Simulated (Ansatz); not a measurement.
Ti5Si in space group R32 (No. 155; Ti on 6c, Ti on 9d, Si on 3b), LDA (plane waves, PAW; program Ansatz), all energies at zero smearing, with the estimated change up to a 700 eV cutoff added, with one set of potentials and settings (totals compare only within such a set). Cell of 6 atoms (5 Ti, 1 Si): -12862.205 eV.

| element | reference phase | E (eV/atom) |
|---|---|---|
| Ti | P6/mmm, 3 atoms in the cell | -2450.3259 |
| Si | Fd-3m, 2 atoms in the cell | -608.6481 |

Formation energy per atom, worked out: (-12862.205 − 5×(-2450.3259) − 1×(-608.6481))/6 = -0.321 eV/atom (-31 kJ per mol of atoms), at 0 K, without zero-point energy or fitted corrections.

The first step of the workflow began from a Materials Project structure, measured or hypothetical; the Crystallography Open Database copy checked does not list it. Its standing as an ambient phase is unchecked. The LDA relaxation kept the symmetry of its start; of distortions, only those at the zone centre were tested. The run is not spin-polarised. The references are the lowest solids computed at this level, not always the standard phases.

Potentials: the later of the program's two PAW sets.
